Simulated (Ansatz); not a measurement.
**Computed properties of Sb2Au**

Sb2Au:
Space group Fm-3m (No. 225); a = 6.8371 Å, b = 6.8371 Å, c = 6.8371 Å, α = 90.00°, β = 90.00°, γ = 90.00°

| atom | site | symmetry | x | y | z |
|---|---|---|---|---|---|
| Au | 4a | m-3m | 0.0000 | 0.0000 | 0.0000 |
| Sb | 8c | -43m | 0.2500 | 0.2500 | 0.2500 |
(The calculation used a cell of 3 atoms; values per cell refer to that cell.)

Space group Fm-3m (No. 225), fluorite or antifluorite type; conventional cell a = 6.837 Å, b = 6.837 Å, c = 6.837 Å, α = 90.00°, β = 90.00°, γ = 90.00°.

Method: plane-wave PAW r²SCAN (Ansatz code). Geometry: relaxed at this level of theory. Other levels are named where they apply.

Cell and energy:

- Volume per atom = 26.63 Å³
- Density = 9.15 g/cm³
- Formation energy from the elements (no fitted shifts) = 16 kJ/mol-atom

Electronic structure:

Electronic character: metallic (no gap)
Density of states at the Fermi level: 0.31 states/eV per atom (mean over ±0.08 eV)
Gap with spin–orbit coupling: none (metallic)

Mechanics:

Bulk modulus (Birch–Murnaghan fit): 78.0 GPa
Pressure derivative B′: 5.0

Charges:

- Bader charges: Au -0.61, Sb +0.30 e

The workflow started from an entry of the Crystallography Open Database (COD), which files this formula under 2 space groups. Its standing as an ambient phase is unchecked. The r²SCAN relaxation kept the symmetry of its start; its stability against distortions is not shown here. Its formation energy is positive at this level, so the cell may be metastable or incomplete. The references are the lowest solids computed at this level, not always the standard phases. Scalar-relativistic: spin–orbit coupling is off unless named, which matters more the heavier the elements.

Potentials: the later of the program's two PAW sets.
